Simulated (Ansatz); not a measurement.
## YbAl$_{2}$Ge$_{2}$, a database entry at a rescaled volume

```
Yb Ge Al
1.0
     4.16773    0.00000    0.00000
    -2.08387    3.60936    0.00000
     0.00000    0.00000    7.03615
Yb Ge Al
1 2 2
Cartesian
  0.0000 0.0000 0.0000
  -0.0002 2.4064 5.2176
  2.0841 1.2030 1.8186
  -0.0002 2.4064 2.5893
  2.0841 1.2030 4.4468
```

The numbers come from plane-wave PAW DFT (Ansatz): r2SCAN, no spin polarisation, 500 eV, 7×7×4 Γ-centred k points, fermi-dirac occupations (width 0.1 eV). Nothing was relaxed.

- Electronic structure: It is a metal, with about 0.73 states/eV a cell as the mean within 0.25 eV of the Fermi level, mostly Yb f (42 %), Ge p (21 %) and Yb d (16 %).
- Forces: Nearly at rest: the largest force is 0.023 eV/Å.
- Charges: Bader charges in e: Yb +1.43, Al +1.76, Ge -2.48. In the mean Al gives up most and Ge takes most.
- Stress: The pressure is -0.9 GPa (compression positive), so with the atoms held at these fractions the cell would first shrink. The principal stresses -2.6, 0.0, 0.0 GPa differ, so its shape would change too.
- Formation energy: -0.50 eV an atom against the elements' usual phases (free molecules for gases, crystals otherwise, with no correction for O₂ or N₂), so it is bound against them; other compounds may still compete. Relaxing would lower it.

Origin: a database entry at a rescaled volume. Caveats: no spin polarisation, so a magnetic state may lie lower; f levels without a U or exact exchange are poorly placed.
